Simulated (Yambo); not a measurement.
```
CELL_PARAMETERS angstrom
      2.50675     0.00000     0.00000
     -1.25337     2.17090     0.00000
      0.00000     0.00000    16.90000
ATOMIC_POSITIONS crystal
  B  0.66667 0.33333 0.90066
  B  0.33333 0.66667 0.09934
  N  0.33333 0.66667 0.90057
  N  0.66667 0.33333 0.09943
```

Response from Yambo on PBE (Quantum ESPRESSO, PseudoDojo norm-conserving, 84 Ry, without SOC) bands: 30×30×1 mesh, 24 bands, 2 Ry local-field block, 0.2 eV broadening.

Task: Give the static in-plane polarisability without and with local fields.

Result: 
| field along | α(0), independent particles (Å) | α(0), RPA with local fields (Å) | screening length 2πα (Å) |
|---|---|---|---|
| x | 1.98 | 1.98 | 12.4 |
Electronic (clamped-ion) response only. PBE gaps are usually too small, which raises these values. Convergence of the RPA response with its 30×30×1 mesh was not tested.

Geometry relaxed with PBE+D3(BJ).
